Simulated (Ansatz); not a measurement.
# SrO (Fm-3m): the size of the finite step

```
Sr O
1.0
     0.00000    2.53220    2.53220
     2.53220    0.00000    2.53220
     2.53220    2.53220    0.00000
Sr O
1 1
Cartesian
  2.5322 2.5322 2.5322
  0.0000 0.0000 0.0000
```

Conventional cell: a = 5.064 Å, b = 5.064 Å, c = 5.064 Å, α = 90.00°, β = 90.00°, γ = 90.00°. Sr (atom 1) is surrounded by 6 O at 2.53 Å. O (atom 2) is surrounded by 6 Sr at 2.53 Å.

Computed, not measured; unless marked otherwise by LDA, PAW on Ansatz 0.2.0's default frozen-core files (fitted under PBE), scalar-relativistic. k mesh 8×8×8, strains of ±0.005, fixed occupations, cutoff 420 eV. The cell was relaxed by PAW under this functional.

Problem. Elastic constants come from stresses at strains of ±0.005 (two-point stencil): C11 = 208.7, C12 = 52.1, C44 = 55.9 GPa. What does an amplitude of 0.04 give?

Solution. C11 = 216.1, C12 = 52.3, C44 = 56.0 GPa. A large step picks up anharmonic terms.

Caveats: frozen-core PAW files fitted under PBE, their cores solved anew for the functional of the run.
